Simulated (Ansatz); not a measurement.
A: BN (zinc blende), a = b = c = 3.625 Å, α = β = γ = 90.00°
B: BeSe (zinc blende), a = b = c = 5.178 Å, α = β = γ = 90.00°
C: KI (rock salt), a = b = c = 7.181 Å, α = β = γ = 90.00°

Scan: energy over volume and axial ratio (atoms clamped). One method and one kind of scan serve all of them; meshes and ranges differ. All were relaxed with their symmetry unable to fall. Spin-orbit coupling is left out. The relaxed volume of KI is well above the measured one; the method has no dispersion term.

Rank these by shear modulus C′ = (C11 − C12)/2 (fitted) (highest first), as PBE (plane waves to 420 eV, PAW, scalar-relativistic; Ansatz, a first-principles code) gives it.

A (305 GPa), B (39 GPa), C (10 GPa)

(Under strain, the slope of the energy per volume gives the stress and its curvature an elastic modulus.)
